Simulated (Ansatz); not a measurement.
C:
```cif
data_C8
_chemical_formula_sum 'C8'
_space_group_name_H-M_alt 'I41/amd :1'
_space_group_IT_number 141
_space_group_name_Hall 'I 4bw 2bw -1bw'
_cell_length_a 2.52402
_cell_length_b 2.52402
_cell_length_c 8.62535
_cell_angle_alpha 90.000
_cell_angle_beta 90.000
_cell_angle_gamma 90.000
loop_
_atom_site_label
_atom_site_type_symbol
_atom_site_symmetry_multiplicity
_atom_site_Wyckoff_symbol
_atom_site_fract_x
_atom_site_fract_y
_atom_site_fract_z
_atom_site_occupancy
C1 C 8 e 0.00000 0.00000 0.41394 1
```
(The calculation used a cell of 4 atoms; values per cell refer to that cell.)

Relaxed at zero pressure with PBEsol (plane waves, PAW; program Ansatz).

The volume is lowered by 9 % and shape and atoms relax at that volume. What pressure results, and how do the axes share the change?

37.9 GPa; a -3.6 %, b -3.6 %, c -2.1 %; the energy rises by 68 meV/atom.

Give the new structure.


Space group I4₁/amd, origin choice 1 (No. 141); a = 2.433 Å, b = 2.433 Å, c = 8.446 Å, α = 90.00°, β = 90.00°, γ = 90.00°

```csv
atom,site,symmetry,x,y,z
C,8e,2mm.,0.0000,0.0000,0.4145
```

The phase is kept; no other phase was compared at this pressure.

Space group I4_1/amd. The start of the workflow was typed in or built on a structure type; the Crystallography Open Database files this formula in space group No. 141, but the cells were not matched. It is not the phase usual at ambient conditions (space group No. 194, 227). Symmetry was held in the PBEsol relaxation; of distortions, only those at the zone centre were tested.

Potentials: the earlier of the program's two PAW sets.
